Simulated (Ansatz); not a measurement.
This guess for Li₄SiC₂ is about to be relaxed.

```
Li Si C
1.0
    -2.86076    2.86076    2.49709
     2.86076   -2.86076    2.49709
     2.86076    2.86076   -2.49709
Li Si C
4 1 2
Cartesian
  2.8608 1.5666 0.0000
  1.5666 2.8608 0.0000
  1.2941 0.0000 2.4971
  0.0000 1.2941 2.4971
  0.0000 0.0000 0.0000
  0.0000 2.8608 1.2485
  2.8608 0.0000 1.2485
```

These are results of DFT PBE, scalar-relativistic, plane waves, PAW (Ansatz), not measurements. Cutoff 420 eV, Gaussian smearing, Γ-centred meshes. Cell and atoms relax first on a coarse mesh and then on a finer one. In between, the cell is made exact in the group found at 0.06 Å. In metals the finer mesh still leaves noise of several meV/atom or more. The steps can't lower the symmetry of their start. No spin polarisation.

A guess keeps its type if space group and coordination stay and the shape of the cell changes little (axis ratios within about 15 %, angles within 6°); the volume may change.

Question: Will the relaxed cell still be of the starting type?

Answer: It doesn't keep its type. The symmetry stays I4/mmm (No. 139). The volume per atom grows by 23.3 %, from 11.7 to 14.4 Å³. The shortest distance goes from 1.83 Å (Li–Li) to 1.35 Å (C–C). The ratio c/a of the conventional cell changes by a factor of 0.36. Counting neighbours within 15 % of an atom's shortest distance, the start has C 4, Li 4, Si 16 and the end C 2, Li 4, Si 10. In detail, at the end Li is surrounded by 2 C at 2.26 Å and 2 Si at 2.56 Å; around Si lie 8 Li at 2.56 Å and 2 Si at 2.69 Å; around C lie 2 C at 1.35 Å and 4 Li at 2.26 Å.

```cif
data_structure
_symmetry_space_group_name_H-M 'I4/mmm'
_symmetry_Int_Tables_number 139
_cell_length_a 8.6547
_cell_length_b 8.6547
_cell_length_c 2.6909
_cell_angle_alpha 90.000
_cell_angle_beta 90.000
_cell_angle_gamma 90.000
_cell_volume 201.56
loop_
_atom_site_label
_atom_site_type_symbol
_atom_site_symmetry_multiplicity
_atom_site_Wyckoff_symbol
_atom_site_fract_x
_atom_site_fract_y
_atom_site_fract_z
_atom_site_occupancy
Li1 Li 8 j 0.00000 0.74893 0.50000 1
Si1 Si 2 a 0.00000 0.00000 0.00000 1
C1 C 4 d 0.00000 0.50000 0.25000 1
```

The last run used a 14×14×14 mesh for its 7-atom cell and Gaussian smearing of 0.10 eV. A structure relaxed within its symmetry needn't be a true minimum.
